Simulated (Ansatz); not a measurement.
BeS (zinc blende), conventional cell a = 4.8685 Å, b = 4.8685 Å, c = 4.8685 Å, α = 90.00°, β = 90.00°, γ = 90.00°. The calculation uses the primitive cell of 2 atoms, to which meshes and values per cell refer.

Two coordinates are scanned: the volume, and the ratio of the stretch along z (the conventional c axis) to the stretch across it. Atoms keep their fractional coordinates.

These are r2SCAN (plane waves to 500 eV, PAW, scalar-relativistic; Ansatz, a program for electronic structure) values and carry that method's errors. k mesh 12×12×12 (Γ-centred), Fermi-Dirac smearing 0.05 eV. The energy includes the smearing's −TS. BeS was relaxed with its symmetry unable to fall. ΔE is measured from the relaxed starting cell.

### Question
Predict the ΔE (meV/atom) at all points of the grid V/V₀ = 0.960, 0.980, 1.000, 1.020, 1.040 by (c/a)/(c/a)₀ = 0.920, 0.960, 1.000, 1.040, 1.080.

### Answer
ΔE (meV/atom), with V/V₀ across and (c/a)/(c/a)₀ down:

```csv
(c/a)/(c/a)₀ \ V/V₀,0.960,0.980,1.000,1.020,1.040
0.920,26.1,20.7,19.0,20.9,25.9
0.960,12.2,6.6,4.8,6.5,11.5
1.000,7.5,1.8,0.0,1.7,6.6
1.040,12.3,6.7,4.9,6.6,11.5
1.080,26.9,21.3,19.6,21.4,26.3
```

(A scan under strain: stresses follow from slopes of the energy per volume, elastic moduli from its curvatures.)
